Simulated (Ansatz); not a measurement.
A geometry of AlOs away from equilibrium: step 25 of the relaxation of a relaxed AlOs cell, doubled along one cell vector, shaken by Gaussian noise of σ = 0.08 Å a coordinate. Method: PBE (plane waves to 420 eV, PAW, scalar-relativistic; Ansatz, a first-principles code). Γ-centred k-mesh 9×5×7 on the run's cell (coarser than for final values), Fermi–Dirac smearing 0.05 eV.

```xyz
8
Lattice="4.2237 -0.0043 0.0041 -4.2311 7.1469 -1.8394 0.0050 -1.2978 4.6611" Properties=species:S:1:pos:R:3:forces:R:3 pbc="T T T" free_energy=-47689.003 pressure_GPa=0.3
Al     2.0963    -0.6493     2.9168   -0.0003    0.0203    0.0016
Al    -0.0201     2.9242     1.9972    0.0059    0.0203    0.0001
Al    -0.0185     2.2103    -0.7302    0.0000   -0.0203   -0.0002
Al    -2.1335     5.7838    -1.6498   -0.0056   -0.0203   -0.0016
Os     2.0930     1.2964     0.7067    0.1054    0.2838   -0.0652
Os    -0.0226     4.8698    -0.2129    0.1047    0.2835   -0.0647
Os    -0.0152     0.2647     1.4800   -0.1056   -0.2834    0.0647
Os    -2.1310     3.8381     0.5603   -0.1045   -0.2839    0.0654
```

Positions in Å, forces in eV/Å, free energy of the cell in eV (comparable only within this code, potentials and settings). Largest force: 0.31 eV/Å, on Os5, Os6, Os7, Os8 (atoms numbered as listed); the geometry lies 0.01 eV/atom above the end of its relaxation.

No spin polarisation in the result.

The end of the path is a generated cell of AlOs: the first start was made by a random draw of sites in a space group, and the end was not matched to a known phase here, so it may be hypothetical.
